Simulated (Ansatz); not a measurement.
Method: r2SCAN, no spin polarisation; PAW, plane waves to 500 eV, 5×5×5 Γ-centred mesh, fermi-dirac occupations (width 0.085 eV) (Ansatz 0.2.0), atoms fixed.

Computed maps in the lattice plane spanned by b (left to right, 6.37 Å, 19 points from zero) and c (bottom to top, 6.37 Å, 19 points from zero), 60° apart, at height 0.683 along a. The fields are smooth PAW ones with compensation charges, not the true ones near nuclei.

Valence density. Digits on a logarithmic scale: 0 up to 0.03 e/Å³, each further digit a factor of 1.6, 9 from 1.3 e/Å³ up:
```
1112211113467776531
1111111113568888653
3101111013468999865
4211464112468999986
5311699611357899987
5421499941245789987
5432269962224578887
5432345754322456666
4322345665432234454
3211245666542112333
1111465666656411111
1101699766679961011
1111499955559994111
2221169964446996111
2222114642332464112
2332211111222111112
2333221011233211011
2233221112344432111
1222221113455554311
```

ELF. Ten even steps from '0' (0.01) to '9' (1.00):
```
0011110014777677741
1000000014776556774
4000000004776434677
6300041002676422467
7500399300577532357
7510099900157654456
7620006700026776667
7521210001212577777
6510256556520156777
4200016787610002444
1000000588500000011
0000397057507930000
0000199706606991000
1110049901510994001
1111001300220030001
1111100000010000001
1111110000122100001
1111110002556553000
0111110014677776410
```

The cell is Li6AuI2N. Which atoms lie within 0.2 Å of this plane, and where (fractions of b and c)?

Li at (0.32, 0.68), Li at (0.32, 0.32), Li at (0.68, 0.32). The whole cell:
```
Au I N Li
1.0
     0.00000    4.50272    4.50272
     4.50272    0.00000    4.50272
     4.50272    4.50272    0.00000
Au I N Li
1 2 1 6
Direct
  0.00000 0.00000 0.00000
  0.75000 0.75000 0.75000
  0.25000 0.25000 0.25000
  0.50000 0.50000 0.50000
  0.68340 0.31660 0.68340
  0.68340 0.31660 0.31660
  0.31660 0.68340 0.31660
  0.31660 0.68340 0.68340
  0.68340 0.68340 0.31660
  0.31660 0.31660 0.68340
```

Origin: a known structure type with other elements, at an estimated volume, so it need not be a known compound. Caveats: atoms or cell far from equilibrium.
